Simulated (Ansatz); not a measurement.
Input:

In2Co3S2:
```
In2Co3S2
1.0
    2.61817     1.51160     4.46016
   -2.61817     1.51160     4.46016
    0.00000    -3.02320     4.46016
In Co S
2 3 2
Cartesian
  0.00000   0.00000   6.69023
  0.00000   0.00000   0.00000
  0.00000  -1.51160   2.23008
  1.30909   0.75580   2.23008
 -1.30909   0.75580   2.23008
  0.00000   0.00000   9.65184
  0.00000   0.00000   3.72863
```

This is the PBEsol-relaxed structure.

All from plane-wave PAW PBEsol (Ansatz code), unless another level is named. Give the electronic character.

metallic (no gap).

Next, the density of states at the Fermi level?

0.90 states/eV per atom (mean over ±0.08 eV).

Predict the formation energy from the elements (no fitted shifts).

-0.40 eV/atom.

Give the gap with spin–orbit coupling.

none (metallic).

Space group R-3m. The first step of the workflow began from a Materials Project structure, measured or hypothetical; the Crystallography Open Database files this formula in space group No. 166, but the cells were not matched. Its standing as an ambient phase is unchecked. Symmetry was held in the PBEsol relaxation; whether a distortion lowers the energy is not shown. The workflow began spin-polarised and lost its moments. The references are the lowest solids computed at this level, not always the standard phases. Spin–orbit coupling is left out wherever it is not named.

Potentials: the later of the program's two PAW sets.
